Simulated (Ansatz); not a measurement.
SnO2:
```yaml
crystal:
  lattice:
    - [4.75989, 0.00000, 0.00000]
    - [0.00000, 4.75989, 0.00000]
    - [0.00000, 0.00000, 3.20084]
  atoms:
    - { symbol: Sn, position: [0.00000, 0.00000, 0.00000] }
    - { symbol: Sn, position: [0.50000, 0.50000, 0.50000] }
    - { symbol: O, position: [0.30591, 0.30591, 0.00000] }
    - { symbol: O, position: [0.80591, 0.19409, 0.50000] }
    - { symbol: O, position: [0.19409, 0.80591, 0.50000] }
    - { symbol: O, position: [0.69409, 0.69409, 0.00000] }
```

Tensor components refer to the Cartesian frame of this cell.

### Question
Give the high-frequency dielectric tensor and the Born effective charge tensors of the independent atoms from DFPT, DFT-r²SCAN in the program Ansatz with PAW potentials.

### Answer

ε∞:
```
4.00  0.00  0.00
0.00  4.00  0.00
0.00  0.00  4.35
```
Z* of atom 1 (Sn), rows: field, columns: displacement, in e:
```
4.14  0.44  0.00
0.44  4.14  0.00
0.00  0.00  4.53
```
Z* of atom 3 (O), rows: field, columns: displacement, in e:
```
-2.07  -0.71   0.00
-0.71  -2.07   0.00
 0.00   0.00  -2.27
```

Static charges for comparison (Bader): Sn1 +2.62, O3 -1.31 e. Born charges measure polarisation by displacement and can exceed these by far.

Space group P4_2/mnm (rutile). Symmetry was held in the r²SCAN relaxation. Scalar-relativistic: spin–orbit coupling is off unless named, which matters more the heavier the elements.

Potentials: the later of the program's two PAW sets.
